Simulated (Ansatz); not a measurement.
AlCl3:
```xyz
8
Lattice="2.9225 5.0582 0.0000 -2.9225 5.0582 0.0000 -1.8900 0.0000 5.6818" Properties=species:S:1:pos:R:3 pbc="T T T"
Al     0.0000     1.6850     0.0000
Al     0.0000     8.4315     0.0000
Cl     0.1926     5.0582     4.3563
Cl    -2.0826     5.0582     1.3255
Cl     1.0364     6.8521     1.3144
Cl    -2.9264     3.2643     4.3673
Cl    -2.9264     6.8521     4.3673
Cl     1.0364     3.2643     1.3144
```

Relaxed with LDA. Special points in fractions of this cell's reciprocal vectors: Γ (0.000, 0.000, 0.000); Y (0.500, 0.500, 0.000); M (0.500, 0.500, 0.500); A (0.000, 0.000, 0.500); L2 (0.000, 0.500, 0.500); V2 (0.000, 0.500, 0.000).

Question: List the band energies nearest the valence-band maximum at these points for the program Ansatz at the LDA level (PAW).

Answer: In eV from the valence-band maximum; about four levels below and three above (degenerate sets whole), none deeper than 8.9 eV; points with the same levels are listed once.

```json
[
 {"k": "Γ", "below": "-0.40 -0.23 -0.22 -0.17", "above": "5.26 5.35 6.85"},
 {"k": "Y", "below": "-0.76 -0.53 -0.43 0.00", "above": "5.00 6.05 7.08"},
 {"k": "M", "below": "-0.76 -0.68 -0.56 -0.41", "above": "5.41 5.95 7.54"},
 {"k": "A", "below": "-0.41 -0.35 -0.31 -0.31", "above": "5.38 6.18 6.98"},
 {"k": "L2", "below": "-0.81 -0.46 -0.44 -0.24", "above": "4.91 5.97 7.04"},
 {"k": "V2", "below": "-0.84 -0.81 -0.44 -0.19", "above": "5.51 6.04 7.65"}
]
```

Space group C2/m. The workflow started from a Materials Project entry (that database holds measured and hypothetical structures alike); the Crystallography Open Database files this formula in space group No. 12, but the cells were not matched. Its standing as an ambient phase is unchecked. Symmetry was held in the LDA relaxation; phonons on a q-mesh show no instability. A crystal of weakly bound layers computed without a dispersion correction: the cell and the soft elastic constants depend strongly on that.

Potentials: the later of the program's two PAW sets.
